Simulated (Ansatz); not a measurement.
## YSe (Fm-3m), a film clamped to a substrate

The calculation used Ansatz 0.2.0, DFT r2SCAN, scalar-relativistic, plane waves, PAW. The runs took a 500 eV cutoff, a Γ-centred 14×14×14 mesh and Gaussian smearing (0.15 eV). No spin polarisation. Energies are free energies at this smearing, counted from the undisturbed cell; pressure is positive in compression.

The starting cell (as given, not relaxed at this level; it stands at 0.5 GPa, and it needn't be the usual structure):

```
CELL_PARAMETERS angstrom
0.00000 2.87500 2.87500
2.87500 0.00000 2.87500
2.87500 2.87500 0.00000
ATOMIC_POSITIONS crystal
Y 0.00000 0.00000 0.00000
Se 0.50000 0.50000 0.50000
```

The cell (2 atoms, V0 = 47.53 Å³) is strained by p along both x and y and by q along z, fractional coordinates fixed. τp = (1/V0) ∂E/∂p = (σxx + σyy)(1 + p)(1 + q) and τq = (1/V0) ∂E/∂q = σzz(1 + p)², with tension positive.

```
     p q  ΔE (meV/atom)  τp (GPa)  τq (GPa)
 0.000   0.000           0.00     -0.91     -0.45
-0.040   0.000          70.21    -24.45     -2.18
 0.040   0.000          42.49     14.04      1.43
 0.000  -0.040          32.31     -2.75    -11.28
 0.000   0.040          18.67      0.88      6.16
```

Question: Get the second derivatives of the energy density.

Answer: Central differences give A = ∂τp/∂p = 481 GPa (C11 + C22 + 2 C12), C = ∂τq/∂q = 218 GPa (C33) and the cross term B = ∂τq/∂p = 45 GPa (C13 + C23); ∂τp/∂q = 45 GPa must equal B, and any difference shows higher-order terms. Steps this large leave an error of some per cent of A or C in all of these, which can swamp a small B. The ions are clamped. In a cubic crystal C11 = C = 218, C12 = B/2 = 22.6 GPa and A should be 2(C11 + C12) = 481 GPa; the bulk modulus is (C11 + 2 C12)/3 = 88 GPa.

Question: A film of this crystal grows with z along the normal on a substrate that imposes p. How does its thickness respond, and what does the misfit cost?

Answer: Count p and q from the stress-free cell. A free surface needs τq = 0, so q = −(B/C) p = -0.21 p. The energy density left is (A − B²/C) p²/2 = M p², with the biaxial modulus M = 236 GPa; a misfit of 1 % costs 3.50 meV/atom, against 3.57 meV/atom if the thickness were held.

At p = -0.080 the energies along q are 498.2 (q = -0.080), 365.6 (q = -0.040), 313.8 (q = 0.000), 311.2 (q = 0.040), 334.9 (q = 0.080) meV/atom.

Question: Does the linear rule hold at this misfit?

Answer: A parabola through the lowest point and its neighbours has its minimum at q = 0.024, 309.1 meV/atom. With the stress left in the starting cell, τp0 and τq0, linear elasticity gives q = −(τq0 + Bp)/C = 0.019 and E = V0(τp0 p + τq0 q + Ap²/2 + Bpq + Cq²/2)/N = 233.5 meV/atom. The energies differ by more than a tenth, so the quadratic law fails here: the gap holds the anharmonic part, with some error from the wide steps. Cubic terms also shift the vertex of so wide a parabola.

In a metal these slopes depend on the k mesh and the smearing.